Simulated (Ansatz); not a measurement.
An Ansatz (a quantum-chemistry and plane-wave program) run. Input:

Ansatz 0.2 input:
```yaml
crystal:
  lattice:
    - [0.0, 2.4653276244, 2.4653276244]
    - [2.4653276244, 0.0, 2.4653276244]
    - [2.4653276244, 2.4653276244, 0.0]
  atoms:
    - { symbol: Be, position: [0.0, 0.0, 0.0] }
    - { symbol: Be, position: [0.25, 0.25, 0.25] }
kpoints:
  mp_grid: { grid: [14, 14, 14] }
hamiltonian:
  xc: r2scan
  pseudopotentials: { azcp: { folder: ./paw }, kind: paw }
scf:
  occupations: { method: gaussian, width: 0.1 }
checkpoint: { read: metal.run }
output: { write_density: true, elf: true, volumetric_format: npy }
basis: { fft_grid_basis: typed }
```

Output (shortened):

```
Pseudopotentials: kind: paw
Pseudopotential: Be, paw, valence charge 2
Functional definition: r2SCAN
Crystal: 2 atoms, lattice volume = 29.968 Å³
Basis set: ecut = 500 eV, 749 PW (Γ), exchange–correlation on 108×108×108 points (64 copies of the dense FFT grid, shifted against one another)
Bands: 10, of which v1, the nominal top of the filled ones, is band 2 counted from 1 (1 counted from 0)
Symmetry: 48 space group operations
Space group: Fd-3m (ITA 227), of the structure as read, at distance tolerance 3.1e-5 Å
k-points: 104 of 2744
PAW frozen core: Be, regenerated for the run's functional
Initial density: read from a saved state, or passed on in memory by an earlier SCF of this step, an earlier step, the calling program or the single point that …
Stability of the state it starts from, as read at its close in the unpolarized treatment …
Initial wavefunctions: pseudopotential atomic-orbital guess
Eigensolver: davidson
Functional: x = r2scan, c = r2scan; τ floored in thin density (d = 2e-4 eV/Å³)
iter 1 solved again at ethr=3.81e-9 eV; its pass at ethr=3.10e-3 eV (dr2=1.52e-7 eV) is discarded
SCF iter   1: F=—  HF=-183.242750 eV  |F-HF|=—  |Δ(HF+E_count)|=         —  Δρ=6.15e-7  dr2=7.05e-11  dr2_τ=1.66e-12  ethr=3.81e-9  ⟨swp⟩=3.2  Hψ=9917  notcnv=0
all-band conjugate gradients solve this SCF's bands
preconditioner: auto → none
SCF iter   2: F=-183.242750 eV  HF=-183.242750 eV  |F-HF|=3.17e-11  |Δ(HF+E_count)|=  2.37e-10  Δρ=3.35e-7  dr2=2.15e-11  dr2_τ=3.21e-13  ethr=1.76e-12  ⟨swp⟩=4.1  Hψ=4046  notcnv=0
SCF 1 converged in 2 iterations: F = -183.242750 eV  dr2 = 2.15e-11
SCF converged after 2 iterations
Free energy (F): -183.242750 eV
Harris-Foulkes:  -183.242750 eV  (|F-HF|=3.17e-11)
Internal energy: -183.238285 eV  (E = F + TS)
E sigma→0 (E₀):  -183.240517 eV
Entropy (-TS):   -0.004465 eV (-2.232 meV/atom)
Fermi energy:    2.311535 eV
--- Per-component energies (eV) ---
  E_band       = -2.824712
  E_kinetic    = 32.096526
  E_local      = -8.633895  (includes V_loc(G=0)·N_el)
  E_nonlocal   = 9.741203
  E_hartree    = 1.581538
  E_xc         = -33.976486
  E_vxc        = -37.748142  (∫ρ·V_xc dr)
  E_paw        = -121.095998  (= ΣΔE_a)
  E_vpaw       = -3.049304  (= ΣTr[D̂ρ^β])
  E_aug_tail   = 0.000000  (compensation charges beyond the density's cutoff)
  E_vtau       = 1.605827  (kinetic-family band-sum trace: ∫τ·v_τ [+ j·A + Jᵃ·Aᵃ] dr)
  E_ewald      = -62.927119
  E_core_change = -0.024054  (= ΣΔE_core)
  E_smearing   = -0.004465  (= −TS)
  E_closure    =  0.000000  (closes the sum)
  Σ components = -183.242750   (vs F -183.242750, Δ=0.00e0)
  [band-id]    e_kinetic+e_local+e_nonlocal+2·e_hartree+e_vxc+e_vpaw+e_augmentation_tail+e_vtau = -2.824709   (vs E_band -2.824712, Δ=3.74e-6)
--- Band table (eV; the first three rows and the last of 104) ---
  k-point 0: bands = ["-5.4978", "7.4819", "7.4819", "7.4819", "10.0137", "10.0137", "10.0137", "17.1723", "17.8145", "19.3707"]
  k-point 1: bands = ["-5.4158", "6.7664", "7.2833", "7.2833", "10.2699", "10.2699", "10.5404", "17.0034", "17.9842", "18.3957"]
  k-point 2: bands = ["-5.1699", "5.3890", "6.8663", "6.8663", "10.8080", "10.8080", "11.3776", "16.6095", "17.4946", "17.4946"]
  k-point 103: bands = ["0.4200", "0.4200", "1.6023", "1.6023", "11.9977", "11.9977", "15.2969", "15.2969", "20.4685", "20.4685"]
  band table: 10 of 10 bands, residual norms ≤ 1.0e-3 eV
```

Cost: very roughly 5 core-seconds on shared cores.

The start of the workflow was typed in or built on a structure type; neither database checked (COD, Materials Project) lists it. It is not the phase usual at ambient conditions (space group No. 194). Symmetry was held in the r²SCAN relaxation. At this level the phase is mechanically unstable. The volume moved by 16 % from the start of the relaxation.

Potentials: the earlier of the program's two PAW sets.

Ansatz is a plane-wave DFT program.
